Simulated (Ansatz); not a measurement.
Ni$_{6}$SnTe$_{2}$:
```xyz
9
Lattice="-1.8828 1.8828 9.5856 1.8828 -1.8828 9.5856 1.8828 1.8828 -9.5856" Properties=species:S:1:pos:R:3 pbc="T T T"
Ni     0.0000     0.0000     9.6164
Ni     0.0000     1.8828     7.8032
Ni     1.8828     0.0000     7.8032
Ni     1.8828     0.0000     1.8145
Ni     0.0000     1.8828     1.8145
Ni     0.0000     0.0000    15.5027
Sn     0.0000     0.0000     0.0042
Te     0.0000     0.0000     6.0888
Te     0.0000     0.0000    13.0014
```

Relaxed with r²SCAN. Special points in fractions of this cell's reciprocal vectors: Γ (0.000, 0.000, 0.000); X (0.000, 0.000, 0.500); P (0.250, 0.250, 0.250); N (0.000, 0.500, 0.000); M (0.500, 0.500, -0.500); S (0.260, 0.740, -0.260); S0 (-0.260, 0.260, 0.260); R (-0.019, 0.019, 0.500); G (0.500, 0.500, -0.019).

**Question.** List the band energies nearest the Fermi level at these points for r²SCAN (plane waves, PAW; program Ansatz).

**Answer.** In eV from the Fermi level; about four levels below and three above (degenerate sets whole), none deeper than 8.9 eV; points with the same levels are listed once.

```json
[
 {"k": "Γ", "below": "-0.75 -0.75 -0.44 -0.34", "above": "0.24 0.24 0.31"},
 {"k": "X", "below": "-0.82 -0.40 -0.28 -0.05", "above": "0.02 2.03 3.22"},
 {"k": "P", "below": "-0.34 -0.34 -0.01 -0.01", "above": "2.15 2.78 3.72 3.72"},
 {"k": "N", "below": "-1.08 -0.74 -0.62 -0.42", "above": "0.31 1.09 1.36"},
 {"k": "M", "below": "-0.80 -0.44 -0.34 -0.05", "above": "0.68 0.68 2.17 2.17"},
 {"k": "S", "below": "-1.08 -0.74 -0.62 -0.44", "above": "0.50 1.07 1.10"},
 {"k": "R", "below": "-0.82 -0.39 -0.28 -0.05", "above": "0.03 2.06 3.22"}
]
```

Space group I4mm. The first step of the workflow began from a Materials Project structure, measured or hypothetical; the Crystallography Open Database copy checked does not list it. Its standing as an ambient phase is unchecked. The cell was relaxed with r²SCAN under the symmetry of its start; its stability against distortions is not shown here. The run is not spin-polarised. Spin–orbit coupling is left out wherever it is not named.

Potentials: the later of the program's two PAW sets.
